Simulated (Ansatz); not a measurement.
GaNi3N:
```
GaNi3N
1.0
    3.73031     0.00000     0.00000
    0.00000     3.73031     0.00000
    0.00000     0.00000     3.73031
Ga N Ni
1 1 3
Cartesian
  0.00000   0.00000   0.00000
  1.86516   1.86516   1.86516
  0.00000   1.86516   1.86516
  1.86516   1.86516   0.00000
  1.86516   0.00000   1.86516
```

Relaxed with PBEsol. Special points in fractions of this cell's reciprocal vectors: Γ (0.000, 0.000, 0.000); X (0.000, 0.500, 0.000); M (0.500, 0.500, 0.000); R (0.500, 0.500, 0.500).

**Question.** List the band energies nearest the Fermi level at these points for PBEsol with spin–orbit coupling (plane waves, PAW; program Ansatz).

**Answer.** In eV from the Fermi level; about four levels below and three above (degenerate sets whole), none deeper than 8.9 eV; points with the same levels are listed once.

| k | below | above |
|---|---|---|
| Γ | -0.89 -0.89 -0.89 -0.89 -0.72 -0.72 | 0.88 0.88 1.80 1.80 |
| X | -0.84 -0.84 -0.75 -0.75 | 1.14 1.14 1.30 1.30 |
| M | -0.44 -0.44 -0.06 -0.06 | 3.26 3.26 3.36 3.36 |
| R | -0.89 -0.89 -0.89 -0.89 | 0.74 0.74 0.74 0.74 |

Space group Pm-3m (anti-perovskite). A made-up cell: these elements were put on the sites of a structure type; neither database checked (COD, Materials Project) lists it. Whether it is the stable phase at ambient conditions was not checked. The cell was relaxed with PBEsol under the symmetry of its start; phonons show weakly imaginary modes. The workflow began spin-polarised and lost its moments.

Potentials: the earlier of the program's two PAW sets. The files were generated under PBE; for other functionals the program regenerates the frozen cores, and for LDA and PBEsol the local potential too.
